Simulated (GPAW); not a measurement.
**Cd2S and the effect of the functional**

```xyz
3
Lattice="3.9627 0.0000 0.0000 -1.9813 3.4318 0.0000 0.0000 0.0000 5.8092" Properties=species:S:1:pos:R:3 pbc="T T T"
Cd    0.0000    2.2878    5.4183
Cd    1.9813    1.1439    3.3620
S     0.0000    2.2878    2.1245
```

The cell comes from a database or a generator and needn't be the stable form of this composition.

Kept alike: task band structure; k mesh 6 × 6 × 4; occupations fermi-dirac, width 0.05 eV; no spin polarisation. Program: GPAW, potentials by row: the program's PAW data sets (release 1.2.1) made for this functional (LDA); GPAW PAW data sets (gpaw-data 1.2.1) (PBE, r2SCAN on files made for PBE); PAW data sets generated for this functional (PBEsol), cutoff 600 eV. The mesh is that of the run's cell of 3 atoms. No spin-orbit coupling.

| run | pressure (GPa) |
| --- | --- |
| A | -3.33 |
| B | -5.21 |
| C | -1.96 |
| D | -0.46 |

Pressure is positive in compression; the values hold the error of the finite cutoff, so their zero can differ a little from the energy's minimum. For a metal such a mesh leaves the last digits unconverged.

**Question.** The runs differ in the functional (and the potentials named above) alone: LDA; PBE; PBEsol; r2SCAN. Which run is which?

**Answer.** Run A is PBEsol; run B is LDA; run C is r2SCAN; run D is PBE. The pressure runs from -5.21 (LDA) to -0.46 GPa (PBE). From PBE: LDA -4.75; PBEsol -2.87; r2SCAN -1.50.
